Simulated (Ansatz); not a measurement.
Band table of Cr (bcc type)

```yaml
crystal:
  lattice:
    - [-1.04939, 1.04939, 1.04939]
    - [1.04939, -1.04939, 1.04939]
    - [1.04939, 1.04939, -1.04939]
  atoms:
    - { symbol: Cr, position: [0.00000, 0.00000, 0.00000] }
```

The base cell comes from a relaxation on PAW files under the same functional, and the cell shown is scaled from it.

Level of theory: DFT with PBE, scalar-relativistic, in Ansatz 0.2.0; a Γ-centred 21×21×21 k mesh, Fermi–Dirac smearing of 0.08 eV, no spin polarisation. LAPW: all electrons, basis error target 1 meV/atom.

This run: volume at 0.4 of the series' base cell.

Spin polarisation is left out, though a magnetic state may lie lower. The structure type is held throughout; the real material can change phase at far lower pressure.

Path points, in fractions of the reciprocal vectors: Γ (0.000, 0.000, 0.000), H (0.500, -0.500, 0.500), N (0.000, 0.000, 0.500), P (0.250, 0.250, 0.250). The distance column jumps between branches of the path. Levels in eV from the Fermi level; bands 9 to 13, counted from the lowest band of the run. The gap is zero, the pressure 1369 GPa.

```
# k(1/Å) point b9 b10 b11 b12 b13
0.000 Γ -5.78 -4.42 -4.42 -4.42 1.65
0.374 - -4.98 -4.42 -4.42 -4.09 0.51
0.748 - -4.23 -4.23 -3.39 -3.11 -2.29
1.123 - -5.70 -3.49 -3.49 -2.82 -1.55
1.497 - -9.00 -4.26 -1.99 -1.99 0.44
1.871 - -11.79 -7.47 0.27 0.27 2.66
2.245 - -13.88 -11.33 3.04 3.04 4.78
2.620 - -15.16 -14.42 5.70 5.70 6.34
2.994 H -15.60 -15.60 6.93 6.93 6.93
3.258 - -15.29 -15.09 5.95 6.27 6.98
3.523 - -14.39 -13.63 3.51 4.56 7.15
3.788 - -13.09 -11.36 0.47 2.40 7.39
4.052 - -11.74 -8.48 -2.62 0.53 7.69
4.317 - -11.00 -5.40 -5.19 -0.20 7.99
4.581 - -11.24 -7.60 -1.69 0.58 8.25
4.846 - -11.84 -9.02 1.64 1.97 8.43
5.111 N -12.13 -9.51 2.65 3.46 8.49
5.375 - -11.86 -9.36 2.46 3.31 7.85
5.640 - -11.08 -8.91 1.94 2.93 6.13
5.904 - -9.85 -8.20 1.27 2.48 3.80
6.169 - -8.30 -7.29 0.65 1.32 1.81
6.434 - -6.71 -6.29 -1.03 -0.98 0.40
6.698 - -5.56 -5.35 -3.28 -2.82 0.64
6.963 - -5.43 -4.67 -4.37 -4.01 1.29
7.227 Γ -5.78 -4.42 -4.42 -4.42 1.65
7.552 - -5.28 -4.69 -4.69 -3.56 1.41
7.876 - -5.52 -5.52 -4.43 -0.66 1.14
8.200 - -6.62 -6.62 -3.40 1.33 1.33
8.524 - -7.41 -7.41 -2.27 1.92 1.92
8.848 - -7.53 -7.53 -1.37 2.63 2.63
9.172 - -6.92 -6.92 -1.20 3.24 3.24
9.496 - -5.77 -5.77 -2.24 3.64 3.64
9.820 P -4.43 -4.43 -4.43 3.76 3.76
10.144 - -7.00 -3.43 -3.43 3.66 3.66
10.468 - -8.89 -3.50 -3.50 3.53 3.53
10.792 - -9.07 -5.08 -5.08 3.72 3.72
11.116 - -7.75 -7.75 -7.12 4.30 4.30
11.441 - -10.69 -10.69 -3.42 5.10 5.10
11.765 - -13.25 -13.25 1.09 5.96 5.96
12.089 - -14.99 -14.99 5.16 6.66 6.66
12.413 H -15.60 -15.60 6.93 6.93 6.93
15.005 P -4.43 -4.43 -4.43 3.76 3.76
15.193 - -5.63 -4.75 -3.08 3.70 3.75
15.380 - -6.67 -5.65 -1.60 3.53 3.72
15.567 - -7.55 -6.95 0.01 3.32 3.67
15.754 - -8.43 -8.27 1.72 3.11 3.61
15.941 - -9.87 -8.82 2.92 3.51 3.55
16.128 - -11.06 -9.21 2.77 3.50 5.36
16.315 - -11.85 -9.44 2.68 3.47 7.21
16.502 N -12.13 -9.51 2.65 3.46 8.49
```
